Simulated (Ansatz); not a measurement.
TiHgO₃: do energies and stresses tell the same story?

All numbers below come from Ansatz, DFT r2SCAN, scalar-relativistic, plane waves, PAW.

Cutoff 500 eV; k points 6×6×6 on the computed 10-atom cell (Γ-centred); Gaussian smearing, width 0.02 eV; no spin polarisation.

Relaxed cell: R-3c, a = 5.385 Å, b = 5.385 Å, c = 13.642 Å, α = 90.00°, β = 90.00°, γ = 120.00°, 10 atoms in the primitive cell. Whether it is the stable form of this composition wasn't checked.

Energies at zero smearing and pressures from the stress tensor, at volumes with shape and atoms relaxed:
```
V (Å³/atom) E − E(first) (meV/atom) P (GPa)
     10.734                     0.00    14.43
     11.077                   -22.28     6.63
     11.419                   -29.17     0.00
     11.762                   -22.98    -5.63
     12.104                    -5.69   -10.41
```

**Question.** Check P = −dE/dV between neighbouring volumes, and get the bulk modulus from the pressures alone.

**Answer.** With 1 eV/Å³ = 160.2 GPa:
```csv
middle V (Å³/atom),−ΔE/ΔV (GPa),mean P (GPa)
10.905,10.422,10.529
11.248,3.219,3.313
11.590,-2.895,-2.817
11.933,-8.085,-8.021
```

The two differ by 0.11 GPa at most. The mean of two end pressures misses the average over a step by about ΔV² P″/12, up to 0.11 GPa here; with that taken off 0.00 GPa remains. Around V = 11.419 Å³/atom, the two neighbours give B = −V ΔP/ΔV = 11.419 × 12.26 / 0.685 = 204.3 GPa, against B0 = 203.3 GPa from the Birch–Murnaghan fit of the energies.

Spin-orbit coupling is left out, which matters for the bands of heavy elements.

A ferromagnetic start lost its moments in a first run, so spin was left out; other magnetic orders weren't tried.